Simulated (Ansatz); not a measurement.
**Zone-centre phonons of GaSb: input and output**

The calculation used Ansatz, DFT PBE, scalar-relativistic, plane waves, PAW.

Launched with:
```bash
ansatz run input.yaml --threads 4 --pin off --max-ram 12288MiB --backend cpu --events-out ev --progress --plain --runs-dir out
```

Input (bare energies are in eV):
```yaml
crystal:
  lattice:
    - [0.0, 3.1113, 3.1113]
    - [3.1113, 0.0, 3.1113]
    - [3.1113, 3.1113, 0.0]
  atoms:
    - { symbol: Ga, position: [0.0, 0.0, 0.0] }
    - { symbol: Sb, position: [0.25, 0.25, 0.25] }
basis:
  ecutwfc: 420
kpoints:
  mp_grid: { grid: [8, 8, 8] }
hamiltonian:
  xc: pbe
scf:
  occupations: { method: fermi_dirac, width: 0.15 }
output:
  eigenvalues: true
phonons:
  method: dfpt
  eigenvectors: true
```

The end of the output:
```
--- Phonons (Γ-DFPT): 2 representative perturbations + reference, on 59 of 512 k-points (Σ response iterations 6) ---
  k mesh reduced under 8 symmetry operations, with k and −k counted as one. Each operation leaves every solved displacement unchanged or reverses it
  ASR residual: 2.709e-5 → 0.000e0 eV/Å²; symmetrization residual: 1.682e-5 eV/Å²
  ASR residual per site (eV/Å²): 2.71e-5 1.33e-6
  Γ frequencies (cm⁻¹): 0.00 0.00 0.00 204.96 204.96 204.96
  non-analytic LO–TO correction: not included (Born effective charges unavailable; polar crystals: no LO–TO splitting at Γ)
```

It took 6.8 s on 4 threads of Oxide Virtual Turin-like Processor (Zen 5) (shared host), peak memory 0.6 GiB.

The cell is the ideal cubic zincblende prototype. Without a gap, frequencies and elastic constants depend on the k mesh and the smearing, soft modes and shear constants most.

The bands only touch here, so at this level the crystal is a zero-gap semiconductor or semimetal, not an ordinary metal; spin–orbit coupling, left out, can open or move such a gap.